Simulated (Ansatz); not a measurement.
Al$_{2}$Os (MoSi2 or CaC2 type, I4/mmm), LDA in the plane-wave PAW code Ansatz. The conduction-band minimum lies on the G–M line, 26 % of the way from G, with 4 equivalent valleys. Second derivatives d²E/dk² of the lowest band at one valley (eV·Å²), along Cartesian directions:

| direction | d²E/dk² |
|---|---|
| [100] | 10.97 |
| [010] | 10.97 |
| [001] | 12.93 |
| [110] | 11.95 |
| [101] | 11.95 |
| [011] | 11.95 |

Q: Find the principal effective masses, the density-of-states mass and the conductivity mass.

A: Off-diagonal terms follow from H_xy = H[110] − (H_xx + H_yy)/2, and m*/mₑ = 7.620 eV·Å² over each eigenvalue: 0.59, 0.64, 0.76. One valley's DOS mass (m₁m₂m₃)^(1/3) = 0.66, conductivity mass 3/(Σ 1/mᵢ) = 0.66 mₑ.

Q: What effective density of states Nc follows at 300 K for parabolic valleys?

A: Nc = 2.509e19 × 4 × (0.66)^(3/2) ≈ 5.4e19 cm⁻³.

The first step of the workflow began from a Materials Project structure, measured or hypothetical; the Crystallography Open Database copy checked does not list it. Its standing as an ambient phase is unchecked. The cell was relaxed with LDA under the symmetry of its start; whether a distortion lowers the energy is not shown. No spin polarisation was allowed. Scalar-relativistic: spin–orbit coupling is off unless named, which matters more the heavier the elements.

Potentials: the later of the program's two PAW sets.

Edges and masses are those of Kohn–Sham bands, whose gap is no quasiparticle gap.
